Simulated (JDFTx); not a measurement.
System: WSi2(001) (I4/mmm bulk; lattice of mp-1620, not re-optimised at this level), 1x1 cell of 6 atoms in 6 planes (Si outermost, slab composition W2Si4), area 10.33 Å² a face, 6.5 Å between the outermost planes in a cell 22.5 Å high; k mesh 6×6×1, Fermi width 0.01 Ha, no spin polarisation. Whether this polymorph is the ambient one wasn't checked.

Level of theory: PBE, GBRV ultrasoft potentials, plane waves to 20/100 Ha; code: a modified build of JDFTx. Liquid on both sides: SCCS (g09 parameters), water, 2 M KCl; nuclei fixed. 

Charging data:

| U − U_pzc (V) | σ (μC/cm²) |
|---|---|
| -0.40 | -4.23 |
| -0.20 | -2.14 |
| 0.00 | 0.00 |

Worked example: a check of Lippmann's equation. The grand free energy per area against the neutral slab, Δγ = [F(N) − F(N₀) − μ(N − N₀)]/2A, is taken from the total energies of the same runs.

| U − U_pzc (V) | Δγ (mJ/m²) |
|---|---|
| -0.40 | -8.5 |
| -0.20 | -2.1 |
| 0.00 | 0.0 |

Δγ is largest at zero charge and falls away from it, as dγ/dU = −σ demands. At -0.40 V the computed -8.5 mJ/m² stands beside -8.4 mJ/m² from the constant-capacitance formula.
